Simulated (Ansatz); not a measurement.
Sb2Se3:
Space group Pnma (No. 62); a = 11.667 Å, b = 3.989 Å, c = 11.356 Å, α = β = γ = 90.00°

```csv
atom,site,symmetry,x,y,z
Sb,4c,.m.,0.0197,0.2500,0.3292
Sb,4c,.m.,0.1514,0.7500,0.0398
Se,4c,.m.,0.0558,0.2500,0.8674
Se,4c,.m.,0.1287,0.7500,0.4468
Se,4c,.m.,0.2161,0.2500,0.1985
```

Relaxed with PBE+D3(BJ).

### Question
Tabulate the valence density and the electron localisation function along the shortest Sb–Se contact (2.64 Å), PBE+D3(BJ) (plane waves, PAW; program Ansatz).

### Answer


```tsv
distance from Sb (Å)	density (e/Å³)	ELF
0.26	15.29	0.00
0.40	9.27	0.01
0.53	4.79	0.07
0.66	2.29	0.19
0.79	1.16	0.28
0.92	0.72	0.32
1.05	0.55	0.38
1.19	0.48	0.51
1.32	0.47	0.66
1.45	0.52	0.73
1.58	0.62	0.75
1.71	0.75	0.76
1.85	1.08	0.75
1.98	2.11	0.68
2.11	4.94	0.55
2.24	11.69	0.35
2.37	24.11	0.19
```

The density is the valence pseudo-density with augmentation charge, so density and ELF within about 1 Å of a nucleus are not all-electron values.

Symmetry was held in the PBE+D3(BJ) relaxation. Scalar-relativistic: spin–orbit coupling is off unless named, which matters more the heavier the elements.

Potentials: the later of the program's two PAW sets.
